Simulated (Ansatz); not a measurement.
W₂C in space group Pnnm (No. 58; W on 4g, C on 2a), PBEsol in the plane-wave PAW code Ansatz, all energies at zero smearing, with the estimated change up to a 700 eV cutoff added, with one set of potentials and settings (totals compare only within such a set). Cell of 6 atoms (4 W, 2 C): -41520.176 eV.

```json
[
 {"element": "W", "reference phase": "Im-3m, 1 atoms in the cell", "E (eV/atom)": "-10256.5620"},
 {"element": "C", "reference phase": "P6_3/mmc, 4 atoms in the cell", "E (eV/atom)": "-246.6950"}
]
```

Formation energy per atom, worked out: (-41520.176 − 4×(-10256.5620) − 2×(-246.6950))/6 = -0.090 eV/atom (-9 kJ per mol of atoms), at 0 K, without zero-point energy or fitted corrections.

The workflow started from a Materials Project entry (that database holds measured and hypothetical structures alike); the Crystallography Open Database copy checked does not list it. Whether it is the stable phase at ambient conditions was not checked. The cell was relaxed with PBEsol under the symmetry of its start; of distortions, only those at the zone centre were tested. No spin polarisation was allowed. The references are the lowest solids computed at this level, not always the standard phases. Spin–orbit coupling is left out wherever it is not named.

Potentials: the later of the program's two PAW sets.
